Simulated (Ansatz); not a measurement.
Wurtzite CuF at its r2SCAN geometry, run in the PAW code Ansatz at 2 levels of theory. The cell comes from a prototype generator: it can be a known phase or a hypothetical one. Spin polarisation is off.

The LDA input:
```yaml
crystal:
  lattice:
    - [2.7897758246, 0.0, 0.0]
    - [-1.3948879123, 2.416016735, 0.0]
    - [0.0, 0.0, 6.7211225818]
  atoms:
    - { symbol: Cu, position: [0.3333333333, 0.6666666667, 0.04598656] }
    - { symbol: Cu, position: [0.6666666667, 0.3333333333, 0.54598656] }
    - { symbol: F, position: [0.3333333333, 0.6666666667, 0.32901344] }
    - { symbol: F, position: [0.6666666667, 0.3333333333, 0.82901344] }
kpoints:
  mp_grid: { grid: [12, 12, 4] }
  band_path:
    path:
      - [0.0, 0.0, 0.0]
      - [0.5, 0.0, 0.0]
      - [0.3333333333, 0.3333333333, 0.0]
      - [0.0, 0.0, 0.5]
      - [0.5, 0.0, 0.5]
      - [0.3333333333, 0.3333333333, 0.5]
      - [0.0, 0.416667, 0.0]
    npoints: 1
hamiltonian:
  xc: lda
scf:
  occupations: { method: fermi_dirac, width: 0.02 }
  n_extra_bands: 5
output:
  forces: true
  stress: true
  eigenvalues: true
```

Main results, then, where recorded, the levels near the gap in eV from the Fermi energy (columns number the bands from 0), one row a point of the path (Γ, M, K, A, L, H, Γ–M (0.83)):
```
Crystal: 4 atoms, lattice volume = 45.301 Å³
Symmetry: 12 space group operations
Space group: P63mc (ITA 186)
```
```
Basis set: ecut = 420 eV, 899 PW (Γ)
Bands: 31, of which v1, the nominal top of the filled ones, is band 26 counted from 1 (25 counted from 0)
k-points: 57 of 576 (time reversal used)
Free energy (F): -14696.772208 eV
Internal energy: -14696.771943 eV  (E = F + TS)
E sigma→0 (E₀):  -14696.772076 eV
Entropy (-TS):   -0.000265 eV (-0.066 meV/atom)
Fermi energy:    9.407986 eV
--- Forces (eV/Å), atoms counted from 1 ---
  atom   1  Cu      0.00000      0.00000      0.02207
  atom   2  Cu      0.00000      0.00000      0.02207
  atom   3  F       0.00000      0.00000    -0.02208
  atom   4  F       0.00000      0.00000    -0.02208
--- Stress (GPa, compression-positive) ---
       -6.085455       0.000000       0.000000
        0.000000      -6.085455       0.000000
        0.000000       0.000000      -9.225176
  P = ⅓ Tr σ = -7.1320 GPa (-71.320 kbar)
```
```tsv
band_23	band_24	band_25	band_26	band_27	band_28
-0.949	-0.392	-0.392	-0.002	3.127	5.634
-0.279	-0.260	-0.181	3.752	4.463	5.852
-0.363	-0.141	-0.141	5.825	6.731	7.215
-0.647	-0.647	-0.647	1.068	1.068	8.307
-0.526	-0.375	-0.375	3.896	3.896	6.727
-0.814	-0.223	-0.223	6.317	6.317	6.910
-0.618	-0.259	-0.076	2.916	4.026	7.246
```

LDA gives an indirect gap of 0.07 eV, from Γ–M (0.83 of the way from Γ) to Γ; the least direct gap is 0.39 eV at Γ. (With 0.02 eV of smearing so small a gap leaves both edges partly filled, and it could close between the points sampled.)

PBE0. Against the first input these blocks differ (the band path and keys that only write files left aside):
```yaml
kpoints:
  mp_grid: { grid: [9, 9, 4] }
hamiltonian:
  xc: pbe0
scf:
  occupations: { method: fixed }
  n_extra_bands: 5
```

```
Basis set: ecut = 420 eV, 899 PW (Γ)
Bands: 31, of which v1, the nominal top of the filled ones, is band 26 counted from 1 (25 counted from 0)
k-points: 36 of 324 (time reversal used)
hybrid outer 1: dexx = +8.710e-2 eV, tail = 3.43e-4 eV
hybrid outer 2: dexx = +1.895e-5 eV, tail = 2.63e-7 eV, Δε = 1.15e-2 eV, ΔF = 8.00e-3 eV/Å
hybrid outer 3: dexx = +4.712e-9 eV, tail = 1.62e-9 eV, Δε = 3.50e-4 eV, ΔF = 2.80e-4 eV/Å
Free energy (F): -14863.512809 eV
Fermi energy:    8.080500 eV
--- Forces (eV/Å), atoms counted from 1 ---
  atom   1  Cu      0.00000      0.00000    -0.06142
  atom   2  Cu      0.00000      0.00000    -0.06142
  atom   3  F       0.00000      0.00000      0.06147
  atom   4  F       0.00000      0.00000      0.06147
--- Stress (GPa, compression-positive) ---
        4.973480       0.000000       0.000000
        0.000000       4.973480       0.000000
        0.000000       0.000000       0.262671
  P = ⅓ Tr σ = 3.4032 GPa (34.032 kbar)
```
```tsv
band_23	band_24	band_25	band_26	band_27	band_28
-1.339	-0.720	-0.720	2.391	6.158	8.608
-0.579	-0.159	-0.090	6.459	7.226	9.073
-0.676	-0.082	-0.082	8.628	9.606	10.185
-0.997	-0.997	-0.997	3.802	3.802	11.499
-0.813	-0.225	-0.225	6.637	6.637	10.036
-1.034	-0.150	-0.150	9.152	9.152	9.927
-0.576	-0.538	0.004	5.684	6.853	10.413
```

PBE0 gives an indirect gap of 2.39 eV, from Γ–M (0.83 of the way from Γ) to Γ; the least direct gap is 3.11 eV at Γ. The mean pressure at these positions is +3.4 GPa, compression counted positive. (The program warns that its thresholds are loose for a hybrid's stress.)

The hybrids run on coarser meshes, which limits their stresses and small splittings of levels.

Totals of different functionals can't be compared.
